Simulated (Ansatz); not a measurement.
La₃Ga (Cu3Au type, Pm-3m) at seven volumes, the program Ansatz at the r²SCAN level (PAW), scaled uniformly. One row is withheld.

| V (Å³/atom) | P (GPa) |
|---|---|
| 27.342 | ? |
| 28.244 | 2.86 |
| 29.145 | 1.33 |
| 30.047 | 0.01 |
| 30.948 | -1.14 |
| 31.849 | -2.13 |
| 32.751 | -2.99 |

Task: Fit the shown pressures and predict the withheld one.

Result: Third-order Birch–Murnaghan: P = (3/2)B₀(x^(7/2) − x^(5/2))[1 + (3/4)(B′ − 4)(x − 1)] with x = (V₀/V)^(2/3). Least squares on the six rows gives V₀ = 30.052 Å³/atom, B₀ = 40.96 GPa, B′ = 3.80. At V = 27.342, x = 1.0650 and P = 4.63 GPa. The run itself gave 4.64 GPa.

The workflow started from an entry of the Crystallography Open Database (COD). Its standing as an ambient phase is unchecked. Symmetry was held in the r²SCAN relaxation; its stability against distortions is not shown here. The volume moved by -34 % from the start of the relaxation. The volume fell by over 15 % from the filed cell, which may lack light atoms or belong to other conditions. Scalar-relativistic: spin–orbit coupling is off unless named, which matters more the heavier the elements.

Potentials: the later of the program's two PAW sets.
